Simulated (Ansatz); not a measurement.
Mo3Os (Cu3Au type, Pm-3m) at seven volumes, PBE in the plane-wave PAW code Ansatz, scaled uniformly. One row is withheld.

```json
[
 {"V (Å³/atom)": "14.119", "P (GPa)": "?"},
 {"V (Å³/atom)": "14.584", "P (GPa)": "19.62"},
 {"V (Å³/atom)": "15.050", "P (GPa)": "9.03"},
 {"V (Å³/atom)": "15.515", "P (GPa)": "-0.01"},
 {"V (Å³/atom)": "15.981", "P (GPa)": "-7.73"},
 {"V (Å³/atom)": "16.446", "P (GPa)": "-14.29"},
 {"V (Å³/atom)": "16.911", "P (GPa)": "-19.87"}
]
```

### Question
Fit the shown pressures and predict the withheld one.

### Answer
P = (3/2)B₀(x^(7/2) − x^(5/2))[1 + (3/4)(B′ − 4)(x − 1)] with x = (V₀/V)^(2/3). Least squares on the six rows gives V₀ = 15.514 Å³/atom, B₀ = 278 GPa, B′ = 4.32. At V = 14.119, x = 1.0648 and P = 32.12 GPa. The run itself gave 31.97 GPa.

The cell is a constructed one: a structure type filled with these elements; neither database checked (COD, Materials Project) lists it. COD files the formula under space group No. 223, so this cell is another polymorph or a model. Its standing as an ambient phase is unchecked. The PBE relaxation kept the symmetry of its start; whether a distortion lowers the energy is not shown. No spin polarisation was allowed. Spin–orbit coupling is left out wherever it is not named.

Potentials: the earlier of the program's two PAW sets.
